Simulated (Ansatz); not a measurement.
AlFe (CsCl type, Pm-3m) under volume change, PBE in the plane-wave PAW code Ansatz, scaled uniformly.

```tsv
V (Å³/atom)	E − E(relaxed) (meV/atom)	P (GPa)
10.805	[?]	[?]
11.161	26.1	12.43
11.517	6.2	5.72
11.874	0.0	-0.01
12.230	[?]	[?]
12.586	21.2	-9.03
12.942	45.3	-12.54
```

Question: Some entries are withheld; supply them.

Answer: 
- 12.230, E − E(relaxed) (meV/atom): 5.6
- 12.230, P (GPa): -4.89
- 10.805, E − E(relaxed) (meV/atom): 62.3
- 10.805, P (GPa): 20.31

Question: What does a third-order Birch–Murnaghan fit give for V₀, B₀ and B′?

Answer: V₀ = 11.87 Å³/atom, B₀ = 176 GPa, B′ = 4.3.

The PBE relaxation kept the symmetry of its start. The final state is ferromagnetic, chosen from 4 collinear starts compared on coarse meshes (ties went to the first, and starts can fall back to one state), not a proven ground state.

Potentials: the later of the program's two PAW sets.
